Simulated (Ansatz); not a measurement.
## 17O NMR of the central transition in SiO2 at a changed volume

Cell: an entry of the Crystallography Open Database (COD), relaxed with PBE at fixed cell and then changed (volume scaled by 0.96, ions relaxed).

```cif
data_SiO2
_symmetry_space_group_name_H-M 'P4_2/mnm'
_symmetry_Int_Tables_number 136
_cell_length_a 4.1104
_cell_length_b 4.1104
_cell_length_c 2.6285
_cell_angle_alpha 90.000
_cell_angle_beta 90.000
_cell_angle_gamma 90.000
loop_
_atom_site_label
_atom_site_type_symbol
_atom_site_symmetry_multiplicity
_atom_site_Wyckoff_symbol
_atom_site_fract_x
_atom_site_fract_y
_atom_site_fract_z
Si Si 2 a 0.0000 0.0000 0.0000
O O 4 f 0.3040 0.3040 0.0000
```

One atom of each set is listed.

All values are calculated (Ansatz; DFT, PBE, plane waves and PAW, scalar-relativistic, 420 eV cutoff, Γ-centred 7×7×11 k-points, Fermi–Dirac smearing 0.02 eV), not measured.

17O has I = 5/2 and Q = -25.58 mb (Pyykkö 2018); at 9.4 T its Larmor frequency is ν₀ = 54.3 MHz. Only the quadrupole interaction is simulated: positions count from each site's isotropic chemical shift, and J coupling is left out, as are shift anisotropy and dipolar coupling, which fast spinning averages.

(1) Give C_Q, η, the quadrupolar product P_Q = |C_Q|(1 + η²/3)^½, the second-order isotropic shift and the breadth of the pattern (fast magic-angle spinning) for each O site.

Answers

(1) 

```csv
site,first shell,C_Q (MHz),η,P_Q (MHz),δ_QIS (ppm),breadth (kHz)
O,3 Si at 1.74–1.77 Å,6.66,0.20,6.70,-91.6,11.2
```

δ_QIS = −(ν_Q²/30ν₀²)[I(I+1) − 3/4](1 + η²/3) × 10⁶ ppm with ν_Q = 3|C_Q|/[2I(2I−1)]; it falls as 1/B₀² in ppm, and the breadth as 1/B₀ in kHz.

At O V_zz stands upright on the plane through its three neighbours (within 1°).

At this changed cell the PBE pressure is 28 GPa.

The relaxation (4 steps) took 8 s of wall time (7.7 s of CPU time) and 0.42 GiB at its peak, on 1 thread of Intel Xeon 6975P-C (Granite Rapids) (x86_64; 16 cores open to the job, memory cap 3.0 GiB, no GPU), a shared host with a load of 0.4 a core.
